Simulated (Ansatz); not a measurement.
Input and command of a plane-wave DFT calculation in Ansatz:

```yaml
crystal:
  lattice:
    - [2.8362844918, 0.0, 0.0]
    - [-1.4181422459, 2.4562944222, 0.0]
    - [0.0, 0.0, 37.6442989127]
  atoms:
    - { symbol: Al, position: [0.3333333333, 0.6666666667, 0.2257978033] }
    - { symbol: Al, position: [0.0, 0.0, 0.2877072405] }
    - { symbol: Al, position: [0.6666666667, 0.3333333333, 0.3496166779] }
    - { symbol: Al, position: [0.0, 0.0, 0.4115261152] }
    - { symbol: Al, position: [0.3333333333, 0.6666666667, 0.4729161241] }
    - { symbol: Al, position: [0.0, 0.0, 0.5342805567] }
    - { symbol: Al, position: [0.6666666667, 0.3333333333, 0.5966221361] }
    - { symbol: Al, position: [0.0, 0.0, 0.6583877017] }
    - { symbol: Al, position: [0.3333333333, 0.6666666667, 0.7209215678] }
    - { symbol: H, position: [-0.1666666667, -0.3333333333, 0.7357976584] }
basis:
  ecutwfc: 420
kpoints:
  mp_grid: { grid: [12, 12, 1] }
hamiltonian:
  xc: pbesol
scf:
  occupations: { method: gaussian, width: 0.1 }
output:
  forces: true
  eigenvalues: true
  write_density: true
  write_potential: true
  elf: true
  volumetric_format: npy
relax:
  adjacent_minimum: "off"
  f_tol: 0.03
  max_steps: 70
  constraints: [{ sites: [0, 1, 2, 3] }]
efield:
  axis: 3
  dipole_correction: true
  ramp_width: 0.04
```

```bash
ansatz run input.yaml --threads 1 --pin off --max-ram 2560MiB --backend cpu --events-out ev --progress --plain --runs-dir out
```

Processor: Intel(R) Xeon(R) Processor @ 2.50GHz (Skylake/Cascade Lake), 1 thread, on a host shared with other jobs.

Q: How long does it run, and how much memory does it take?

A: About 10 min on 1 thread of Intel(R) Xeon(R) Processor @ 2.50GHz (Skylake/Cascade Lake), with other jobs on the host, peak memory 0.59 GiB. It solves 24 bands at 43 k points (the mesh reduced by the symmetry that the task leaves, which can be less than the crystal's) with about 5189 plane waves, in 45 SCF iterations over 8 ionic steps.
